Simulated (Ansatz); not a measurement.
# CsPbCl3: the gap against volume

CsPbCl3, Pm-3m, a = 5.619 Å. The structure is a COD entry; whether it is the stable form wasn't checked. Ansatz: PBEsol, PAW, 420 eV, Γ-centred 6×6×6 mesh on 5 atoms, Gaussian smearing 0.02 eV; no spin polarisation. Symmetry fixes shape and atoms, so the cell is only scaled; x = ln(V/V0) with V0 = 35.475 Å³/atom. The gap is read at the mesh points alone.

| x | gap y (eV) |
| --- | --- |
| -0.1278 | 1.158 |
| -0.0943 | 1.356 |
| -0.0619 | 1.533 |
| -0.0305 | 1.691 |
| 0.0000 | 1.833 |
| 0.0296 | 1.958 |
| 0.0583 | 2.069 |
| 0.0953 | ? |

Q: Fit a straight line to the other rows, give the volume deformation potential of the gap and its pressure coefficient, and predict the missing gap. B0 = 25.0 GPa.

A: Means x = -0.03237, y = 1.6569; Σ(Δx)² = 0.02693, ΣΔxΔy = 0.1317; the slope is their ratio. y = 1.8152 + 4.8907 x. The slope is the deformation potential a = dE_g/d ln V = 4.89 eV, and dE_g/dP = −a/B0 = -196 meV/GPa. With a term in x² added, the coefficient of x becomes 4.435, 9 % less, which shows how far this figure hangs on the form. At x = 0.0953 the fit asked for gives 2.281 eV. The run gave 2.197 eV, so the fit is 0.084 eV too high, 8.1 % of the span of the series, against an rms of 0.022 eV on the fitted rows. The row lies outside the fitted range. With a term in x² added, a fit to the same known rows predicts 2.195 eV, so most of the miss is curvature that the known rows already hold.

Spin-orbit coupling is left out, which matters for the bands of heavy elements.

Symmetry holds off the tilts and polar distortions that many cubic perovskites undergo.